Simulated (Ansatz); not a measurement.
# Notes on VBiO4

```
CELL_PARAMETERS angstrom
-2.57428 2.57428 5.86257
2.57428 -2.57428 5.86257
2.57428 2.57428 -5.86257
ATOMIC_POSITIONS crystal
Bi 0.87500 0.62500 0.25000
Bi 0.12500 0.37500 0.75000
V 0.37500 0.12500 0.25000
V 0.62500 0.87500 0.75000
O 0.70190 0.34090 0.63600
O 0.84090 0.70490 0.63900
O 0.20490 0.06590 0.86400
O 0.56590 0.20190 0.86100
O 0.29810 0.65910 0.36400
O 0.15910 0.29510 0.36100
O 0.79510 0.93410 0.13600
O 0.43410 0.79810 0.13900
```

Level: PBE, with U_eff = 4.79 eV on V d (all-electron-ortho-atomic projectors), collinear spin; 420 eV; 5×5×5 Γ-centred mesh; fermi-dirac occupations (width 0.1 eV); Ansatz 0.2.0, fixed geometry.

The state carries no moments; the state need not be the lowest.

Task: What do density and ELF say about some of the short contacts?

Result: V–O at 1.73 Å: least valence density 1.31 e/Å³ and ELF 0.36 there. Bi–O at 2.45 Å: least valence density 0.34 e/Å³ and ELF 0.19 there, a closed-shell (ionic or weak) contact. Both are smooth PAW fields, read partly inside the augmentation spheres.

Task: Metal or insulator? Give the gap.

Result: The gap is 2.49 eV, indirect or between spins (the least direct gap found is 2.52 eV). A semilocal functional usually gives too small a gap.

Task: Where is the largest force?

Result: The largest is on O6 (and as large on other atoms): 0.40 eV/Å, components (-0.30, 0.19, 0.19). It makes 175° with the line to a nearest neighbour, V4 at 1.73 Å, pointing away from it.

Task: What does the stress say?

Result: The pressure is 3.1 GPa (compression positive), so with the atoms held at these fractions the cell would first expand.

Task: How is the charge shared?

Result: Bader charges in e: V +2.28, Bi +2.04, O -1.08. In the mean V gives up most and O takes most.

Origin: a database entry at a rescaled volume. Caveats: no spin-orbit coupling, which can shift this gap by tenths of an eV.
